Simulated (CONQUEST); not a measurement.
A self-consistent single point of CsPbCl3 (Pm-3m, 5 atoms in the cell; from Materials Project mp-23037).

```xyz
5
Lattice="5.6798 0.0000 0.0000 0.0000 5.6798 0.0000 0.0000 0.0000 5.6798" Properties=species:S:1:pos:R:3 pbc="T T T"
Cs     0.0000     0.0000     0.0000
Pb     2.8399     2.8399     2.8399
Cl     0.0000     2.8399     2.8399
Cl     2.8399     0.0000     2.8399
Cl     2.8399     2.8399     0.0000
```

All values come from this method and carry its errors: CONQUEST 1.3 with PBEsol, numerical atomic orbitals double-zeta with polarisation (the shipped basis), PseudoDojo norm-conserving potentials made for PBEsol.

CONQUEST settings:

- basis = DZP
- Diag.MPMeshX, Y, Z = 5 5 5
- potentials = PseudoDojo norm-conserving PBEsol
- Grid.GridCutoff = 140 Ha
- DM.SolutionMethod = diagon
- Diag.SmearingType = 1
- Diag.kT = 0.000367 Ha
- Diag.GammaCentred = true
- Diag.MPOrder = 0
- minE.SCTolerance = 1.0e-07
- SC.MaxIters = 100
- SC.LinearMixingFactor = 0.3
- AtomMove.TypeOfRun = static

Results:

| Item | Value |
|---|---|
| Number of valence electrons | 44 |
| Number of bands | 71 |
| Number of k-points after the program's reduction | 63 |
| Size of the basis | 71 |
| Number of SCF iterations | 10 |
| FFT grid | 60 × 60 × 60 |
| Free energy E − TS | -3889.9046 eV |
| Pressure | -0.68 GPa |

For comparison: a first run (DFT, PBE, numerical atomic orbitals double-zeta with polarisation (the shipped basis), PseudoDojo norm-conserving potentials made for PBE) was changed to give this one (pseudopotentials: PseudoDojo norm-conserving PBE → PseudoDojo norm-conserving PBEsol), and from it to this one the pressure goes from 0.77 to -0.68 GPa.

Spin-orbit coupling is left out, which matters for bands and gaps with elements this heavy. The program uses no crystal symmetry, so grid and mesh can part values that symmetry would make equal. The atom-centred basis is finite, which shifts total energies and pressures against plane waves. The structure comes from a collection of computed structures, made at another level of theory; the collection holds predicted forms beside known ones.

Cost on one core: roughly 2.5 core-minutes.
